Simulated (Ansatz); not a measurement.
Data:

Y₂N:
```cif
data_NY2
_chemical_formula_sum 'Y2 N1'
_space_group_name_H-M_alt 'P4/mmm'
_space_group_IT_number 123
_space_group_name_Hall '-P 4 2'
_cell_length_a 3.44705
_cell_length_b 3.44705
_cell_length_c 4.72668
_cell_angle_alpha 90.000
_cell_angle_beta 90.000
_cell_angle_gamma 90.000
loop_
_atom_site_label
_atom_site_type_symbol
_atom_site_symmetry_multiplicity
_atom_site_Wyckoff_symbol
_atom_site_fract_x
_atom_site_fract_y
_atom_site_fract_z
_atom_site_occupancy
Y1 Y 1 a 0.00000 0.00000 0.00000 1
Y2 Y 1 d 0.50000 0.50000 0.50000 1
N1 N 1 c 0.50000 0.50000 0.00000 1
```

This is the LDA-relaxed structure.

All from plane-wave PAW LDA (Ansatz code), unless another level is named. Estimate the electronic character.

metallic (no gap).

What about the density of states at the Fermi level?

0.94 states/eV per atom (mean over ±0.08 eV).

Give the formation energy from the elements (no fitted shifts).

-1.23 eV/atom.

The cell is a constructed one: a structure type filled with these elements; neither database checked (COD, Materials Project) lists it. Whether it is the stable phase at ambient conditions was not checked. The cell was relaxed with LDA under the symmetry of its start; whether a distortion lowers the energy is not shown. No spin polarisation was allowed. With an odd number of electrons in the cell and no spin polarisation, the count alone makes it a metal. The references are the lowest solids computed at this level, not always the standard phases (solids in place of the gases). Scalar-relativistic: spin–orbit coupling is off unless named, which matters more the heavier the elements.

Potentials: the later of the program's two PAW sets.
